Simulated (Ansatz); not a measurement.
## A trial form of Na2Al2O

Level of theory: DFT PBE, scalar-relativistic, plane waves, PAW (Ansatz 0.2.0). Cutoff 420 eV, Gaussian smearing, Γ-centred meshes. Cell and atoms relax first on a coarse mesh and then on a finer one. In between, the cell is made exact in the group found at 0.06 Å. In metals the finer mesh still leaves noise of several meV/atom or more. The steps can't lower the symmetry of their start. No spin polarisation in the relaxation; trial moments died out in a coarse test.

The cell of Na2Al2O is invented: random cell by space group and Wyckoff sites (P6mm, No. 183). Its size is a rough estimate.

```cif
data_structure
_symmetry_space_group_name_H-M 'P6mm'
_symmetry_Int_Tables_number 183
_cell_length_a 4.5682
_cell_length_b 4.5682
_cell_length_c 5.0285
_cell_angle_alpha 90.000
_cell_angle_beta 90.000
_cell_angle_gamma 120.000
_cell_volume 90.88
loop_
_atom_site_label
_atom_site_type_symbol
_atom_site_symmetry_multiplicity
_atom_site_Wyckoff_symbol
_atom_site_fract_x
_atom_site_fract_y
_atom_site_fract_z
_atom_site_occupancy
Na1 Na 2 b 0.33333 0.66667 0.14457 1
Al1 Al 2 b 0.33333 0.66667 0.65819 1
O1 O 1 a 0.00000 0.00000 0.17957 1
```

The zero of energy is the elements' standard structures at the same level (O₂ as a molecule); no fitted shifts are applied.

Problem. What does it relax into?

Solution. The symmetry goes from P6mm (No. 183) to P6/mmm (No. 191). The volume per atom grows by 25.2 %, from 18.2 to 22.8 Å³. The shortest distance goes from 2.45 Å (Na–Al) to 2.51 Å (Na–O, Al–Al and Na–Na). The energy falls by about 0.37 eV/atom (the start's value is from the coarse mesh). The end is written in a standard setting, so origin, axes and order of atoms can differ from the start's. Conventional cell: a = 4.348 Å, c = 6.951 Å. Na has 3 O at 2.51 Å and 3 Na at 2.51 Å; Al is surrounded by 3 Al at 2.51 Å; around O lie 6 Na at 2.51 Å.

```
Na Al O
1.0
     4.34825    0.00000    0.00000
    -2.17412    3.76569    0.00000
     0.00000    0.00000    6.95091
Na Al O
2 2 1
Direct
  0.33333 0.66667 0.00000
  0.66667 0.33333 0.00000
  0.33333 0.66667 0.50000
  0.66667 0.33333 0.50000
  0.00000 0.00000 0.00000
```

Problem. Give its energy and gap.

Solution.

| Property | Result |
| --- | --- |
| Energy over the elements | +0.01 eV/atom |
| Gap on the 12×12×6 mesh of the 5-atom cell | 0 eV (a metal) |

The formation energy is too near zero to say whether this cell lies below the elements.

The last run used Gaussian smearing of 0.10 eV. The k mesh leaves some 4 meV/atom of noise in the energy of each metallic cell. Symmetry constrained the relaxation, so the result can be a saddle point. In all, the 3 runs took 120 s on 1 thread of Arm Neoverse V1 (shared host). Another cell of Na2Al2O relaxed alike, in P-3m1, lies 0.43 eV/atom lower, so this cell isn't the stable form at this level.
